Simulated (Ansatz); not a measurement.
Values for one crystal, relaxed and computed with the program Ansatz at the r²SCAN level (PAW); other levels are named.

Volume per atom: 14.00 Å³
Electronic character: metallic (no gap)
Density of states at the Fermi level: 0.08 states/eV per atom (mean over ±0.08 eV)
Formation energy from the elements (no fitted shifts): -0.68 eV/atom

**Question.** Pick the material that matches.
A) BeS, CsCl type
B) LaSi2Ru2, I4/mmm (La on 2a, Si on 4e, Ru on 4d)
C) NiSb, P6_3/mmc (Ni on 4f, Sb on 2a, Sb on 2d)
D) HfBeSi, P6_3/mmc (Hf on 2a, Be on 2c, Si on 2d)

**Answer.** D, HfBeSi, P6_3/mmc (Hf on 2a, Be on 2c, Si on 2d)

The workflow started from a Materials Project entry (that database holds measured and hypothetical structures alike); the Crystallography Open Database copy checked does not list it. With Be and Si taken as one species the cell has the higher symmetry P6/mmm, so it may be an ordered model of a mixed-site phase. Whether it is the stable phase at ambient conditions was not checked. The r²SCAN relaxation kept the symmetry of its start; its stability against distortions is not shown here. The run is not spin-polarised. The references are the lowest solids computed at this level, not always the standard phases. Spin–orbit coupling is left out wherever it is not named.

Potentials: the later of the program's two PAW sets.
